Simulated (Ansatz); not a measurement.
Method: Ansatz, DFT PBE, scalar-relativistic, plane waves, PAW. Settings: cutoff 420 eV, Γ-centred meshes spaced at most about 0.3 Å⁻¹, and about 0.25 Å⁻¹ or finer for metals (2π included), Gaussian smearing. No spin polarisation in the final relaxations.

Temperature and zero-point effects are left out. All come from trial cells, and lower structures may exist.

Question: Which of these relaxed structures of InGa3AsP is the lowest in energy?
A.

```
In Ga P As
1.0
     5.28212    0.00000    0.00000
    -2.64106    4.57445    0.00000
     0.00000    0.00000    5.33494
In Ga P As
1 3 1 1
Direct
  0.33333 0.66667 0.00000
  0.50236 0.00472 0.50000
  0.99528 0.49764 0.50000
  0.50236 0.49764 0.50000
  0.66667 0.33333 0.00000
  0.00000 0.00000 0.00000
```

B.

```
In Ga P As
1.0
     5.36231    0.00000    0.00000
    -2.68116    4.64390    0.00000
     0.00000    0.00000    8.00158
In Ga P As
1 3 1 1
Direct
  0.00000 0.00000 0.00139
  0.50000 0.00000 0.20230
  0.00000 0.50000 0.20230
  0.50000 0.50000 0.20230
  0.00000 0.00000 0.38964
  0.00000 0.00000 0.65496
```

C.

```
In Ga P As
1.0
     6.42071    0.00000    0.00000
    -3.21035    5.56050    0.00000
     0.00000    0.00000    3.75473
In Ga P As
1 3 1 1
Direct
  0.66667 0.33333 0.00000
  0.67783 0.83892 0.50000
  0.16108 0.83892 0.50000
  0.16108 0.32217 0.50000
  0.00000 0.00000 0.00000
  0.33333 0.66667 0.00000
```

D.

```
In Ga P As
1.0
     5.23100    0.00000    0.00000
     0.00000    5.23100    0.00000
     0.00000    0.00000    5.35531
In Ga P As
1 3 1 1
Direct
  0.50000 0.50000 0.50000
  0.00000 0.50000 0.00000
  0.50000 0.00000 0.00000
  0.00000 0.00000 0.00000
  0.00000 0.00000 0.50000
  0.50000 0.50000 0.00000
```

Answer: C. It has space group P-6m2 (No. 187); the next, D, with space group P4/mmm (No. 123), lies 248 meV/atom higher. The shortest distance is 2.59 Å (Ga–P) in the lowest and 2.62 Å (Ga–As and Ga–Ga) in the next. Even the lowest lies +0.11 eV/atom against the elements.

The k mesh leaves some 4 meV/atom of noise in the energy of each metallic cell. Cells relaxed within their symmetry can be saddle points. Some structure types and database cells were kept out of the candidates from the start, so a known form may be missing.
